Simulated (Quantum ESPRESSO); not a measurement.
```cif
data_AsGa
_chemical_formula_sum 'Ga1 As1'
_space_group_name_H-M_alt 'P 1'
_space_group_IT_number 1
_cell_length_a 3.96252
_cell_length_b 3.96252
_cell_length_c 3.96252
_cell_angle_alpha 60.000
_cell_angle_beta 60.000
_cell_angle_gamma 60.000
loop_
_space_group_symop_operation_xyz
  'x, y, z'
loop_
_atom_site_label
_atom_site_type_symbol
_atom_site_fract_x
_atom_site_fract_y
_atom_site_fract_z
_atom_site_occupancy
Ga1 Ga 0.00000 0.00000 0.00000 1
As1 As 0.75000 0.75000 0.75000 1
```

The PBEsol cell relaxed from Materials Project entry mp-2534 was given an isotropic strain of -1 % on all lattice vectors, and the atoms were relaxed again.

Task: What does norm-conserving PBE (stringent potentials; Quantum ESPRESSO, 114 Ry, without SOC) give for the electronic structure near the Fermi level?

Result: The PBE gap is direct, 0.72 eV at Γ. Spin-orbit splittings are left out.
